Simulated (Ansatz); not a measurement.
SiC (wurtzite), relaxed with HSE06 (Ansatz, a program for electronic structure, plane waves, PAW): a = b = 3.071 Å, c = 5.036 Å, α = β = 90.00°, γ = 120.00°.

```
Property              Value
--------------------  -----
gap (eV)               3.17
B₀ by P(V) fit (GPa)    233
```

### Question
The same phase is relaxed and computed with r²SCAN in the same code. What are the cell and these values now?

### Answer
a = b = 3.0753 Å, c = 5.0482 Å, α = β = 90.00°, γ = 120.00°.

- gap (eV): 2.65
- B₀ by P(V) fit (GPa): 228

All cells were relaxed under the symmetry of their starts (and spin orders); stability against distortions was not tested throughout.

Potentials: the later of the program's two PAW sets.

Ansatz is a plane-wave DFT program.
